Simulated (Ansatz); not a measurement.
A relaxed cell of BeCdF4 is given with its symmetry left out. The cell was found from a structure generator's guess, not taken from experiment.

Level of theory: Ansatz 0.2.0, DFT PBE, scalar-relativistic, plane waves, PAW. Cutoff 420 eV, Γ-centred mesh, Gaussian smearing, no spin polarisation.

```
Be Cd F
1.0
     5.42385   -2.49217    0.00000
     5.42385    2.49217    0.00000
    -2.35946    0.00000    6.08109
Be Cd F
2 2 8
Cartesian
  2.2123 -1.1654 4.9423
  6.2759 -1.1654 1.1388
  5.3901 -1.2270 4.2601
  3.0982 -1.2270 1.8210
  5.4239 -1.8833 0.0000
  5.2637 -0.3249 1.9495
  1.0847 -0.2914 5.6256
  6.9713 0.2587 4.0534
  7.4036 -0.2914 0.4555
  1.5169 0.2587 2.0277
  3.2246 -0.3249 4.1316
  4.2441 2.3899 3.0405
```

The zero of energy is the elements' standard structures at the same level (F₂ as a molecule); no fitted shifts are applied.

Task: What space group does it have?

Result: C2 (No. 5). Conventional cell: a = 10.848 Å, b = 4.984 Å, c = 6.523 Å, β = 111.2°. Around Be lie 4 F at 1.54–1.59 Å; around Cd lie 2 F at 2.16–2.18 Å, 2 F at 2.35 Å and 2 F at 2.48–2.49 Å; F on a site of symmetry 2 is surrounded by 2 Be at 1.59 Å; around F on a site of symmetry 1 lie 1 Be at 1.55 Å, 2 Cd at 2.35–2.48 Å and 3 F at 2.50–2.61 Å; 3 more sites not described.

Task: How far does it lie from the elements in energy?

Result: −2.641 eV/atom. Whether it is stable depends on the other phases of the system, which aren't compared here.

Task: Is it a metal?

Result: No, the gap on the 6×6×4 mesh is 3.77 eV.

The last run used a 6×6×4 mesh (in the run's order of axes) for its 12-atom cell and Gaussian smearing of 0.02 eV. Kohn–Sham gaps at this level usually fall short of measured ones. This cell was reached by moving the atoms of another relaxed cell at random and relaxing again, last within the group found; it had no such test of its own.
